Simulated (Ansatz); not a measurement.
This Co₃Si₄Ni structure is the end of a relaxation. The cell was found from a structure generator's guess, not taken from experiment.

All numbers below come from DFT PBE, scalar-relativistic, plane waves, PAW (Ansatz 0.2.0). Cutoff 420 eV, Γ-centred mesh, Gaussian smearing, no spin polarisation.

```
Co Si Ni
1.0
     3.13949    1.81259    2.57598
    -3.13949    1.81259    2.57598
     0.00000   -3.62518    2.57598
Co Si Ni
3 4 1
Direct
  0.64376 0.14954 0.85552
  0.85552 0.64376 0.14954
  0.14954 0.85552 0.64376
  0.34456 0.84256 0.15240
  0.65872 0.65872 0.65872
  0.15240 0.34456 0.84256
  0.84256 0.15240 0.34456
  0.35294 0.35294 0.35294
```

Formation energies are uncorrected and refer to the elements' standard structures at the same level.

Question: What space group does it have?

Answer: R3 (No. 146). Conventional cell: a = 6.279 Å, c = 7.728 Å. Around Co lie 7 Si at 2.32–2.44 Å, 2 Ni at 2.71–2.74 Å and 4 Co at 2.73–2.76 Å; around Si on a site of symmetry 1 lie 5 Co at 2.32–2.44 Å, 2 Ni at 2.35–2.44 Å and 6 Si at 2.72–2.77 Å; around Si on a site of symmetry 3 lie 6 Co at 2.36–2.43 Å, 1 Ni at 2.36 Å and 6 Si at 2.72–2.77 Å; around Ni lie 7 Si at 2.35–2.44 Å and 6 Co at 2.71–2.74 Å.

Question: How far does it lie from the elements in energy?

Answer: −0.57 eV/atom. Whether it is stable depends on the other phases of the system, which aren't compared here.

Question: Is it a metal?

Answer: Yes, bands cross the Fermi level on the 12×12×12 mesh.

The last run used a 12×12×12 mesh for its 8-atom cell and Gaussian smearing of 0.10 eV. Trial moments died out on the coarse mesh, so the last step has no spin; another magnetic start might hold. A later test with randomly moved atoms came back to the same energy, though modes that don't fit the test's cell weren't probed.
